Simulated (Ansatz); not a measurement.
Level of theory: DFT PBE, scalar-relativistic, plane waves, PAW (Ansatz 0.2.0). Settings: cutoff 420 eV, Γ-centred meshes spaced at most about 0.3 Å⁻¹, and about 0.25 Å⁻¹ or finer for metals (2π included), Gaussian smearing. No spin polarisation in the final relaxations.

All energies are static (0 K, no zero-point motion). All come from trial cells, and lower structures may exist.

Task: Order these relaxed structures of CsAs3 by energy, lowest first, with the energy over the lowest of them.
A. Space group P4/mmm (No. 123), tetragonal, a = 5.235 Å, c = 7.285 Å. Around Cs lie 8 As at 3.97 Å; As on a site of symmetry 4mm has 1 As at 2.21 Å, 1 As at 2.86 Å and 4 Cs at 3.97 Å; As on a site of symmetry 4/mmm is surrounded by 2 As at 2.21 Å.
B. Space group Immm (No. 71), orthorhombic, a = 3.466 Å, b = 6.738 Å, c = 10.395 Å. Cs has 2 Cs at 3.47 Å and 12 As at 3.76–3.85 Å; around As on a site of symmetry mm2 lie 2 As at 2.54 Å, 2 As at 3.47 Å, 1 As at 3.72 Å and 4 Cs at 3.76–3.85 Å; around As on a site of symmetry mmm lie 4 As at 2.54 Å, 2 As at 3.47 Å and 4 Cs at 3.79 Å.
C. Space group Pm-3m (No. 221), cubic, a = 4.713 Å. Cs has 12 As at 3.33 Å; As is surrounded by 4 Cs at 3.33 Å and 8 As at 3.33 Å.
D. Space group P6_3/mmc (No. 194), hexagonal, a = 7.420 Å, c = 5.518 Å. Cs is surrounded by 12 As at 3.77–3.95 Å; As is surrounded by 2 As at 2.52 Å, 4 As at 3.12 Å and 4 Cs at 3.77–3.95 Å.

Result: D (0 meV/atom), B (152 meV/atom), A (182 meV/atom), C (628 meV/atom). Forms: D Ni3Sn (D0_19) type, P6_3/mmc; B Immm; A P4/mmm; C Cu3Au (L1_2) type, Pm-3m. Counting As atoms around Cs (those within 1.25 times the shortest such distance or 1.15 times the sum of covalent radii, 1.27 where that leaves under three): D has Cs 12; B has Cs 12; A has Cs 8; C has Cs 12. D holds As–As units of three or more atoms (shortest 2.52 Å); B holds As–As chains (shortest 2.54 Å); A holds As–As units of three or more atoms (shortest 2.21 Å) (bonds between like non-metal atoms; other contacts aren't counted).

Cells relaxed within their symmetry can be saddle points. Some candidate types were left out of the draw beforehand, so a known form may be missing.
